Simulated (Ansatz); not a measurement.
A plane-wave DFT run in Ansatz 0.2.0 (scalar-relativistic PAW potentials unless the input names others): input and command.

```yaml
crystal:
  lattice:
    - [4.208933, 0.0, 0.0]
    - [0.0, 4.208933, 0.0]
    - [0.0, 0.0, 4.208933]
  atoms:
    - { symbol: Zr, position: [0.0, 0.0, 0.0] }
    - { symbol: Pb, position: [0.5, 0.5, 0.5] }
    - { symbol: O, position: [0.5, 0.0, 0.0] }
    - { symbol: O, position: [0.0, 0.0, 0.5] }
    - { symbol: O, position: [0.0, 0.5, 0.0] }
basis:
  ecutwfc: 420
kpoints:
  mp_grid: { grid: [6, 6, 6] }
hamiltonian:
  xc: pbesol
  pseudopotentials: { kind: paw, source: ansatz }
  hubbard: { sites: [{ species: Zr, l: d, u_eff: 5.0 }], double_counting: fll }
scf:
  occupations: { method: gaussian, width: 0.05 }
output:
  forces: true
  eigenvalues: true
  stress: true
```

```bash
ansatz run input.yaml --threads 2 --pin off --max-ram 5120MiB --backend cpu --events-out ev --progress --plain --runs-dir out
```

Abridged log:
```
Warning: basis.ecutwfc = 420 eV is below the records' recommended 930 eV, and the density's cutoff is lower with it unless basis.ecutrho_ratio is high enough to keep the records' density cutoff: compare with a run at a higher cutoff
Basis set: ecut = 420 eV, 1419 PW (Γ), exchange–correlation on 64×64×64 points (8 copies of the dense FFT grid, shifted against one another)
Bands: 32, of which v1, the nominal top of the filled ones, is band 26 counted from 1 (25 counted from 0)
Symmetry: 48 space group operations
k-points: 20 of 216
SCF iter   1: F=—  HF=-20947.525481 eV  |F-HF|=—  |Δ(HF+E_count)|=         —  Δρ=6.53e-2  dr2=2.55e0  ethr=3.10e-3  ⟨swp⟩=5.5  Hψ=2215  notcnv=0
SCF iter   2: F=—  HF=-20946.968456 eV  |F-HF|=—  |Δ(HF+E_count)|=   5.57e-1  Δρ=3.79e-2  dr2=8.02e-1  ethr=3.10e-3  ⟨swp⟩=2.0  Hψ=889  notcnv=0  defer=31
SCF iter   3: F=—  HF=-20946.760976 eV  |F-HF|=—  |Δ(HF+E_count)|=   2.07e-1  Δρ=1.13e-2  dr2=9.47e-2  ethr=1.54e-3  ⟨swp⟩=2.5  Hψ=1058  notcnv=0  defer=30
SCF iter   4: F=—  HF=-20946.743802 eV  |F-HF|=—  |Δ(HF+E_count)|=   1.72e-2  Δρ=2.98e-3  dr2=3.30e-3  ethr=1.82e-4  ⟨swp⟩=2.0  Hψ=978  notcnv=0  defer=30
SCF iter   5: F=—  HF=-20946.744606 eV  |F-HF|=—  |Δ(HF+E_count)|=   8.05e-4  Δρ=5.27e-4  dr2=2.21e-4  ethr=6.34e-6  ⟨swp⟩=2.0  Hψ=1259  notcnv=0  defer=30
SCF iter   6: F=—  HF=-20946.744674 eV  |F-HF|=—  |Δ(HF+E_count)|=   6.72e-5  Δρ=1.69e-4  dr2=1.55e-5  ethr=4.25e-7  ⟨swp⟩=2.0  Hψ=845  notcnv=0  defer=30
SCF iter   7: F=—  HF=-20946.744676 eV  |F-HF|=—  |Δ(HF+E_count)|=   2.85e-6  Δρ=4.40e-5  dr2=1.04e-6  ethr=2.98e-8  ⟨swp⟩=2.0  Hψ=983  notcnv=0  defer=30
SCF iter   8: F=-20946.744677 eV  HF=-20946.744677 eV  |F-HF|=3.38e-8  |Δ(HF+E_count)|=   3.05e-7  Δρ=1.03e-5  dr2=7.11e-8  ethr=1.92e-10  ⟨swp⟩=10.1  Hψ=2679  notcnv=0
SCF 1 converged in 8 iterations: F = -20946.744677 eV  dr2 = 7.11e-8
SCF converged after 8 iterations
Free energy (F): -20946.744677 eV
Harris-Foulkes:  -20946.744677 eV  (|F-HF|=3.38e-8)
Internal energy: -20946.744677 eV  (E = F + TS)
E sigma→0 (E₀):  -20946.744677 eV
Fermi energy:    11.134423 eV
--- Forces (eV/Å), atoms counted from 1 ---
  atom   1  Zr     0.00000000     0.00000000     0.00000000
  atom   2  Pb     0.00000000     0.00000000     0.00000000
  atom   3  O      0.00000000     0.00000000     0.00000000
  atom   4  O      0.00000000     0.00000000     0.00000000
  atom   5  O      0.00000000     0.00000000     0.00000000
--- Stress (GPa, compression-positive) ---
       -4.455722       0.000000       0.000000
        0.000000      -4.455722       0.000000
        0.000000       0.000000      -4.455722
  P = ⅓ Tr σ = -4.4557 GPa (-44.557 kbar)
Occupation matrices written to <dir>
```

Apart from outputs and empty bands, the input differs from a reference run on usual settings in hamiltonian.pseudopotentials: not typed → {"kind": "paw", "source": "ansatz"}; hamiltonian.hubbard: not typed → {"sites": [{"species": "Zr", "l": "d", "u_eff": 5.0}], "double_counting": "fll"}. The reference, at the same geometry (not necessarily relaxed), gave pressure -7.41 GPa, largest force 0.000 eV/Å, gap on the mesh 2.19 eV. This run converged in 8 SCF iterations (reference: 6) with a total energy on another zero, pressure -4.46 GPa, largest force 0.000 eV/Å, gap on the mesh 2.01 eV. Its cutoff is looser than usual. The Hamiltonian differs as well, so the change in the result can't be put down to that alone.

Time: 2.3 s on 2 threads of Arm Neoverse V2, on a shared host, peak memory 0.4 GiB.